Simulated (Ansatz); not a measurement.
Relaxed-ion elastic tensor of AlGaAs₂ in space group P-4m2 (No. 115; Ga on 1a, As on 2g, Al on 1c) in GPa (Voigt order), PBEsol (plane waves, PAW; program Ansatz); density 4.50 g/cm³, 22.76 Å³ per atom.

```
      1     2     3     4     5     6
-  ----  ----  ----  ----  ----  ----
1   134  26.9  51.8   0.0   0.0   0.0
2  26.9   134  51.8   0.0   0.0   0.0
3  51.8  51.8   108   0.0   0.0   0.0
4   0.0   0.0   0.0  52.7   0.0   0.0
5   0.0   0.0   0.0   0.0  52.7   0.0
6   0.0   0.0   0.0   0.0   0.0  28.4
```

Question: Is the crystal mechanically stable?

Answer: Yes: the smallest eigenvalue of C is 28.4 GPa.

Question: Work out the Voigt, Reuss and Hill averages.

Answer: K_V = 70.8, K_R = 70.8, K_H = 70.8; G_V = 43.1, G_R = 39.3, G_H = 41.2 GPa.

Question: Give Young's modulus, Poisson's ratio, Pugh's ratio and the universal anisotropy index.

Answer: E = 9KG/(3K + G) = 104 GPa; ν = 0.26; K/G = 1.72 (near the Pugh limit of 1.75, no verdict); A_U = 5G_V/G_R + K_V/K_R − 6 = 0.48.

Question: Estimate the sound speeds and the Debye temperature.

Answer: v_l = √((K + 4G/3)/ρ) = 5290 m/s, v_t = √(G/ρ) = 3030 m/s, mean 3360 m/s; Θ = (h/k)(3n/4πV)^(1/3) v_m = 353 K.

Question: Solve the Christoffel equation for the three sound speeds along x, y, z.

Answer: Eigenvalues of C_ijkl n_j n_l equal ρv² (piezoelectric stiffening left out). In km/s, slowest first: x 2.51, 3.42, 5.46; y 2.51, 3.42, 5.46; z 3.42, 3.42, 4.91.

Question: How much does each axis shrink under pressure?

Answer: Linear compressibilities β_i = Σ_j S_ij (j = 1 to 3): x 4.7, y 4.7, z 4.7 per TPa.

The start of the workflow was typed in or built on a structure type; neither database checked (COD, Materials Project) lists it. Its standing as an ambient phase is unchecked. The cell was relaxed with PBEsol under the symmetry of its start; whether a distortion lowers the energy is not shown.

Potentials: the earlier of the program's two PAW sets. The files were generated under PBE; for other functionals the program regenerates the frozen cores, and for LDA and PBEsol the local potential too.
